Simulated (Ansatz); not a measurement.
Single point in Ansatz 0.2.0 with r2SCAN, no spin polarisation. Cutoff 500 eV, PAW datasets, 5×5×5 Γ-centred k mesh, fermi-dirac filling (width 0.1 eV).

Computed maps in the lattice plane spanned by a (left to right, 5.76 Å, 17 points from zero) and c (bottom to top, 4.86 Å, 15 points from zero), 90° apart, at height 0.208 along b. The fields are smooth PAW ones with compensation charges, not the true ones near nuclei.

Valence density. Digits on a logarithmic scale: 0 up to 0.03 e/Å³, each further digit a factor of 1.6, 9 from 1.3 e/Å³ up:
```
67775555799986555
44544555567765555
53345665444445666
64357997532246898
85469999642258999
96579999742359999
86579999642358999
65567887533346888
55555554333334555
45554332223322233
57764211345432123
79996322467753225
99997534699985336
99998545899996446
89997555899996556
```

ELF. Ten even steps from '0' (0.02) to '9' (0.86):
```
57872011599982111
01210110168741010
10003542002101354
61038997300015899
82069779720059868
93079449920069827
82059889810049978
41017899400017998
10101464000002553
01110000000000000
37752000023210000
89996100489962003
97588201799984005
97488202884695016
99897101784694103
```

Question: The cell is Ca2Co3O8. Which atoms lie within 0.2 Å of this plane, and where (fractions of a and c)?

Answer: O at (0.60, 0.04), O at (0.32, 0.61), O at (0.88, 0.61), O at (0.10, 0.10). The whole cell:
```yaml
crystal:
  lattice:
    - [0.00000, 5.75799, 0.00000]
    - [5.41946, -2.87899, 0.00000]
    - [1.64184, 0.00000, -4.57792]
  atoms:
    - { symbol: Co, position: [0.25914, 0.00000, 0.00000] }
    - { symbol: Co, position: [0.74086, 0.00000, 0.00000] }
    - { symbol: O, position: [0.60385, 0.20770, 0.03742] }
    - { symbol: O, position: [0.39615, 0.79230, 0.96258] }
    - { symbol: Ca, position: [0.72442, 0.44884, 0.33407] }
    - { symbol: Ca, position: [0.27558, 0.55116, 0.66593] }
    - { symbol: Co, position: [0.00000, 0.00000, 0.50000] }
    - { symbol: O, position: [0.32217, 0.20118, 0.60829] }
    - { symbol: O, position: [0.12099, 0.79882, 0.39171] }
    - { symbol: O, position: [0.67783, 0.79882, 0.39171] }
    - { symbol: O, position: [0.87901, 0.20118, 0.60829] }
    - { symbol: O, position: [0.09726, 0.19452, 0.09798] }
    - { symbol: O, position: [0.90274, 0.80548, 0.90202] }
```

Origin: a known structure type with other elements, at an estimated volume, so it need not be a known compound. Caveats: no spin polarisation, so a magnetic state may lie lower.
